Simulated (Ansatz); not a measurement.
Input, command and steps of an Ansatz relaxation.

```yaml
crystal:
  lattice:
    - [6.889, 0.0, 0.0]
    - [0.0, 3.772, 0.0]
    - [0.0, 0.0, 5.223]
  atoms:
    - { symbol: Hf, position: [0.178, 0.25, 0.124] }
    - { symbol: Hf, position: [0.322, 0.75, 0.624] }
    - { symbol: Hf, position: [0.678, 0.25, 0.376] }
    - { symbol: Hf, position: [0.822, 0.75, 0.876] }
    - { symbol: Si, position: [0.04, 0.25, 0.63] }
    - { symbol: Si, position: [0.46, 0.75, 0.13] }
    - { symbol: Si, position: [0.54, 0.25, 0.87] }
    - { symbol: Si, position: [0.96, 0.75, 0.37] }
basis:
  ecutwfc: 500
kpoints:
  mp_grid: { grid: [4, 4, 4] }
hamiltonian:
  xc: r2scan
scf:
  occupations: { method: gaussian, width: 0.1 }
  lower_state_search: "off"
output:
  forces: true
  stress: true
  eigenvalues: true
relax:
  adjacent_minimum: "off"
  f_tol: 0.04
  max_steps: 70
  cell: { stress_tol: 0.4 }
```

```bash
ansatz run input.yaml --threads 1 --pin off --max-ram 3072MiB --backend cpu --events-out ev --progress --plain --runs-dir out
```

The calculation used Ansatz, DFT r2SCAN, scalar-relativistic, plane waves, PAW.

Of 6 frames 5 are shown, positions in Å and forces in eV/Å; the SCF threshold varies from step to step. Steps run on the plane waves of an earlier cell, with a Pulay correction in the pressure. The basis is chosen afresh for the last frame, the zero of the energies, and at times for earlier ones too; energy and pressure step there, also at an unchanged geometry. The mark taken_back stands on steps that the optimiser undid.

```xyz
8
Lattice="6.8890 0.0000 0.0000 0.0000 3.7720 0.0000 0.0000 0.0000 5.2230" Properties=species:S:1:pos:R:3:forces:R:3 pbc="T T T" step=1 free_energy_over_end_meV_per_atom=12.98 pressure_GPa=-0.22
Hf    1.2262    0.9430    0.6477   -0.3636    0.0000   -0.0496
Hf    2.2183    2.8290    3.2592    0.3636    0.0000   -0.0496
Hf    4.6707    0.9430    1.9638   -0.3636    0.0000    0.0496
Hf    5.6628    2.8290    4.5753    0.3636    0.0000    0.0496
Si    0.2756    0.9430    3.2905    0.2490    0.0000    0.8326
Si    3.1689    2.8290    0.6790   -0.2490    0.0000    0.8326
Si    3.7201    0.9430    4.5440    0.2490    0.0000   -0.8326
Si    6.6134    2.8290    1.9325   -0.2490    0.0000   -0.8326
8
Lattice="6.7411 0.0000 0.0000 0.0000 3.7441 0.0000 0.0000 0.0000 5.2263" Properties=species:S:1:pos:R:3:forces:R:3 pbc="T T T" step=2 free_energy_over_end_meV_per_atom=22.98 pressure_GPa=4.50 taken_back
Hf    1.1054    0.9360    0.6253    0.9479    0.0000    0.2916
Hf    2.2651    2.8081    3.2384   -0.9479    0.0000    0.2916
Hf    4.4760    0.9360    1.9879    0.9479    0.0000   -0.2916
Hf    5.6357    2.8081    4.6010   -0.9479    0.0000   -0.2916
Si    0.3031    0.9360    3.3248    0.1597    0.0000   -0.2517
Si    3.0675    2.8081    0.7117   -0.1597    0.0000   -0.2517
Si    3.6737    0.9360    4.5146    0.1597    0.0000    0.2517
Si    6.4380    2.8081    1.9014   -0.1597    0.0000    0.2517
8
Lattice="6.8534 0.0000 0.0000 0.0000 3.7817 0.0000 0.0000 0.0000 5.2279" Properties=species:S:1:pos:R:3:forces:R:3 pbc="T T T" step=3 free_energy_over_end_meV_per_atom=0.50 pressure_GPa=-0.16
Hf    1.1953    0.9454    0.6566    0.0417    0.0000   -0.0327
Hf    2.2314    2.8362    3.2706   -0.0417    0.0000   -0.0327
Hf    4.6220    0.9454    1.9573    0.0417    0.0000    0.0327
Hf    5.6580    2.8362    4.5712   -0.0417    0.0000    0.0327
Si    0.2926    0.9454    3.3306    0.0668    0.0000    0.1390
Si    3.1341    2.8362    0.7167   -0.0668    0.0000    0.1390
Si    3.7193    0.9454    4.5111    0.0668    0.0000   -0.1390
Si    6.5608    2.8362    1.8972   -0.0668    0.0000   -0.1390
8
Lattice="6.8842 0.0000 0.0000 0.0000 3.7627 0.0000 0.0000 0.0000 5.2252" Properties=species:S:1:pos:R:3:forces:R:3 pbc="T T T" step=4 free_energy_over_end_meV_per_atom=0.25 pressure_GPa=0.04
Hf    1.2078    0.9407    0.6540    0.0052    0.0000    0.0311
Hf    2.2343    2.8220    3.2666   -0.0052    0.0000    0.0311
Hf    4.6499    0.9407    1.9586    0.0052    0.0000   -0.0311
Hf    5.6764    2.8220    4.5712   -0.0052    0.0000   -0.0311
Si    0.2961    0.9407    3.3422    0.0096    0.0000   -0.0227
Si    3.1460    2.8220    0.7296   -0.0096    0.0000   -0.0227
Si    3.7382    0.9407    4.4956    0.0096    0.0000    0.0227
Si    6.5881    2.8220    1.8830   -0.0096    0.0000    0.0227
8
Lattice="6.8623 0.0000 0.0000 0.0000 3.7777 0.0000 0.0000 0.0000 5.2218" Properties=species:S:1:pos:R:3:forces:R:3 pbc="T T T" step=6 free_energy_over_end_meV_per_atom=0.00 pressure_GPa=0.03
Hf    1.2034    0.9444    0.6569    0.0009    0.0000    0.0084
Hf    2.2278    2.8333    3.2678   -0.0009    0.0000    0.0084
Hf    4.6345    0.9444    1.9540    0.0009    0.0000   -0.0084
Hf    5.6589    2.8333    4.5650   -0.0009    0.0000   -0.0084
Si    0.2954    0.9444    3.3384    0.0044    0.0000   -0.0054
Si    3.1358    2.8333    0.7275   -0.0044    0.0000   -0.0054
Si    3.7266    0.9444    4.4943    0.0044    0.0000    0.0054
Si    6.5669    2.8333    1.8834   -0.0044    0.0000    0.0054
```

The run took 110 s on 1 thread of Intel(R) Xeon(R) 6975P-C (Granite Rapids), with other jobs on the host, peak memory 0.85 GiB.

The k mesh is coarse. Spin–orbit coupling is left out, which can shift energies with elements as heavy as these.